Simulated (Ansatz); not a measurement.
Problem. Ru (hcp (Mg type), P6_3/mmc) is relaxed with PBEsol (plane waves, PAW; program Ansatz). What lattice parameters of the conventional cell result?

Solution. a = 2.690 Å, c = 4.251 Å.

The PBEsol relaxation kept the symmetry of its start. The run is not spin-polarised. Axis ratios of metals converge slowly with the k-mesh, so a and c are less sure than the volume.

Potentials: the later of the program's two PAW sets.
